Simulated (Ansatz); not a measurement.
Starting cell, SnO (litharge type, space group P4/nmm):

```
SnO
1.0
    3.79274     0.00000     0.00000
    0.00000     3.79274     0.00000
    0.00000     0.00000     4.76440
Sn O
2 2
Direct
  0.50000   0.00000   0.24062
  0.00000   0.50000   0.75938
  0.00000   0.00000   0.00000
  0.50000   0.50000   0.00000
```

In each cell atom 2 (Sn, nearest neighbour O at 2.216 Å; its periodic images, 3.8 Å or more away, move with it) moves by s·(0.577, 0.577, 0.577) (along Cartesian [111]), the rest being held.

These are r2SCAN+rVV10 (plane waves to 500 eV, PAW, scalar-relativistic; Ansatz, a quantum-chemistry and plane-wave program) values and carry that method's errors. k mesh 7×7×6 (Γ-centred), Fermi-Dirac smearing 0.05 eV. Energies are smeared free energies. With partly filled bands, energies and forces of such displacements shift with the k mesh and the smearing. At this level the bands of SnO touch or barely overlap; measurements give the solid a gap. SnO was relaxed with its symmetry unable to fall. The PAW data are Ansatz's earlier set. The zero of ΔE is the undisplaced structure.

Successive frames, forces in eV/Å:

```csv
frame,ΔE (meV/cell),F on Sn1,F on Sn2,F on O3,F on O4
s = -0.176 Å,101,"(-0.100, -0.100, -0.625)","(0.334, 0.334, 1.142)","(-0.122, -0.112, -0.259)","(-0.112, -0.122, -0.259)"
s = -0.088 Å,28,"(-0.054, -0.054, -0.319)","(0.204, 0.204, 0.635)","(-0.060, -0.090, -0.158)","(-0.090, -0.060, -0.158)"
s = 0.000 Å,0,"(0.000, 0.000, -0.004)","(0.000, 0.000, 0.004)","(0.000, 0.000, 0.000)","(0.000, 0.000, 0.000)"
```

Problem. What are the energy and the forces in the next frame, s = 0.088 Å?

Solution. ΔE (meV/cell) = 34.

| atom | Fx | Fy | Fz |
|---|---|---|---|
| Sn1 | 0.066 | 0.066 | 0.327 |
| Sn2 | -0.306 | -0.306 | -0.783 |
| O3 | 0.052 | 0.188 | 0.228 |
| O4 | 0.188 | 0.052 | 0.228 |

(For displaced atoms, the force is minus the slope of the energy, and its curvature is a force constant, which sets phonon frequencies.)
